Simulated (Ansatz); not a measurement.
A: HgTe (zinc blende), a = b = c = 6.651 Å, α = β = γ = 90.00°
B: BP (zinc blende), a = 4.5483 Å, b = 4.5483 Å, c = 4.5483 Å, α = 90.00°, β = 90.00°, γ = 90.00°
C: Cs (bcc, W type), a = b = c = 6.157 Å, α = β = γ = 90.00°

Scan: energy against volume (even scaling of the relaxed cell, symmetry kept). All come from one method, each on a k mesh of its own. All were relaxed with their symmetry unable to fall. At this level the bands of HgTe touch or barely overlap. Spin-orbit coupling is left out. The PAW data are Ansatz's earlier set. The relaxed volume of HgTe is well above the measured one; the method has no dispersion term.

**Question.** Order them by bulk modulus (fitted) (lowest first) at the level PBE (plane waves to 420 eV, PAW, scalar-relativistic; Ansatz, an electronic-structure program).

**Answer.** C (2.0 GPa), A (34.2 GPa), B (162 GPa)

(Under strain, the slope of the energy per volume gives the stress and its curvature an elastic modulus.)
